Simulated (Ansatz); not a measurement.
P:
```yaml
crystal:
  lattice:
    - [3.28511, 0.00000, 0.00000]
    - [0.00000, 4.58566, 0.00000]
    - [0.00000, 0.00000, 30.00000]
  atoms:
    - { symbol: P, position: [0.00000, 0.91016, 0.53482] }
    - { symbol: P, position: [0.50000, 0.58984, 0.53482] }
    - { symbol: P, position: [0.00000, 0.08984, 0.46518] }
    - { symbol: P, position: [0.50000, 0.41016, 0.46518] }
```
Free-standing layer in the xy plane with vacuum along z and no interaction between images.

In-plane strain on the r²SCAN+D4-relaxed layer, atoms relaxed; r²SCAN+D4 in the plane-wave PAW code Ansatz. Band edges on the k-mesh, from the upper vacuum level. Strained cells keep their symmetry and size, so buckling under compression is not allowed; words on stability below refer to the unstrained layer.

| strain x / y (%) | ΔE (meV/atom) | tension xx (N/m) | tension yy (N/m) | thickness (Å) | VBM (eV) | CBM (eV) |
|---|---|---|---|---|---|---|
| -4 / -4 | 39.1 | -6.55 | -2.56 | 2.12 | -5.00 | -4.46 |
| -2 / -2 | 9.3 | -2.99 | -1.14 | 2.11 | -5.11 | -4.30 |
| -1 / 0 | 1.4 | -1.20 | -0.20 | 2.09 | -5.18 | -4.20 |
| 0 / -1 | 0.4 | -0.21 | -0.32 | 2.10 | -5.15 | -4.16 |
| 0 / 0 | 0.0 | 0.00 | 0.00 | 2.09 | -5.18 | -4.15 |
| 0 / 1 | 0.4 | 0.19 | 0.30 | 2.08 | -5.21 | -4.13 |
| 1 / 0 | 1.3 | 1.13 | 0.19 | 2.09 | -5.18 | -4.09 |
| 2 / 2 | 8.4 | 2.48 | 0.91 | 2.07 | -5.24 | -3.99 |
| 4 / 4 | 31.8 | 4.51 | 1.64 | 2.05 | -5.28 | -3.95 |

Space group Pmna (puckered). A layer that has been made, often on a substrate. The cell was relaxed with r²SCAN+D4 under the symmetry of its start; whether a distortion lowers the energy is not shown.

Potentials: the earlier of the program's two PAW sets.

Edges and masses are those of Kohn–Sham bands, whose gap is no quasiparticle gap.
